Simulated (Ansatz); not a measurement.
Task: Name crystals whose computed values (r²SCAN in the plane-wave PAW code Ansatz) fall in these windows: highest Γ mode, no LO–TO term (cm⁻¹) 340 to 500; electron conductivity mass (mₑ) 0.33 to 0.39.

Result: 

```csv
crystal,"highest Γ mode, no LO–TO term (cm⁻¹)",electron conductivity mass (mₑ)
"Si2W, P6_222 (Si on 6j, W on 3d)",422,0.36
"RuS2, Pa-3 (Ru on 4a, S on 8c)",430,0.37
"BeTe, zinc blende",455,0.35
```
Others may fit too.

Not the usual ambient phase: Si2W, P6_222 (Si on 6j, W on 3d). All cells were relaxed under the symmetry of their starts (and spin orders); stability against distortions was not tested throughout. Rows with no word on spin ran without spin polarisation. Scalar-relativistic: spin–orbit coupling is off unless named, which matters more the heavier the elements.

Potentials: the later of the program's two PAW sets.
